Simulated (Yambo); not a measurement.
Yambo run on MgV₂O₆ (space group C2/m, No. 12). The wavefunctions are LDA (pw.x of Quantum ESPRESSO, ONCV potentials, scalar-relativistic) ones on a 4×4×2 mesh (36 occupied bands); a = b = 5.1937 Å, c = 7.0555 Å, α = β = 105.13°, γ = 39.80°.

Yambo input:

```
rim_cut
gw0
dyson
el_el_corr
HF_and_locXC
ppa
em1d
RandQpts= 1000000
RandGvec= 1 Ry
EXXRLvcs= 84 Ry
VXCRLvcs= 336 Ry
Chimod= "HARTREE"
% BndsRnXp
 4 | 114 |
%
NGsBlkXp= 2 Ry
% LongDrXp
 1.0 | 1.0 | 1.0 |
%
PPAPntXp= 27.2114 eV
% GbndRnge
 1 | 114 |
%
GTermKind= "BG"
DysSolver= "n"
ExtendOut
% QPkrange
 2 | 2 | 36 | 36 |
 5 | 5 | 36 | 37 |
%
```

k points by index: 2 = (0, 0, -0.5), 5 = (0, -0.5, 0).

The o-*.qp file then holds:

```
#    K-point    Band    Eo [eV]    E [eV]    E-Eo [eV]    Vxc [eV]    Vnlxc [eV]    Sc|Eo [eV]    Sc|E [eV]    dSc/dw|Eo [eV]    Re(Z)    Im(Z)
#
    2    36    0.000000    -0.755579    -0.755579    -19.59309    -24.70277    4.146802    4.354105    -7.464144    0.784740    -0.001593
    5    36    -0.075265    -0.737343    -0.662078    -19.55335    -24.39530    3.999772    4.179872    -7.400291    0.786188    -0.001589
    5    37    2.497071    4.849634    2.352563    -22.13832    -14.86447    -4.276027    -4.921290    -7.462959    0.784767    -0.001624
```
(The two width columns are left out.) Convergence of these settings isn't established.

Geometry of the Materials Project entry, not relaxed at this level.

The runs are not spin-polarised; magnetic order was not tried.
